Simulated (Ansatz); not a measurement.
NbIr (rock salt, space group No. 225), DFT-PBEsol in the program Ansatz with PAW potentials, all energies at zero smearing, with the estimated change up to a 700 eV cutoff added, with one set of potentials and settings (totals compare only within such a set). Cell of 2 atoms (1 Ir, 1 Nb): -16294.210 eV.

```json
[
 {"element": "Ir", "reference phase": "Fm-3m, 1 atoms in the cell", "E (eV/atom)": "-11799.0386"},
 {"element": "Nb", "reference phase": "Im-3m, 1 atoms in the cell", "E (eV/atom)": "-4495.4542"}
]
```

Formation energy per atom, worked out: (-16294.210 − 1×(-11799.0386) − 1×(-4495.4542))/2 = 0.142 eV/atom (14 kJ per mol of atoms), at 0 K, without zero-point energy or fitted corrections.

The start of the workflow was typed in or built on a structure type; neither database checked (COD, Materials Project) lists it. COD files the formula under space group No. 123. Whether it is the stable phase at ambient conditions was not checked. Symmetry was held in the PBEsol relaxation. At this level the phase is mechanically unstable. No spin polarisation was allowed. The references are the lowest solids computed at this level, not always the standard phases. Spin–orbit coupling is left out wherever it is not named.

Potentials: the later of the program's two PAW sets.
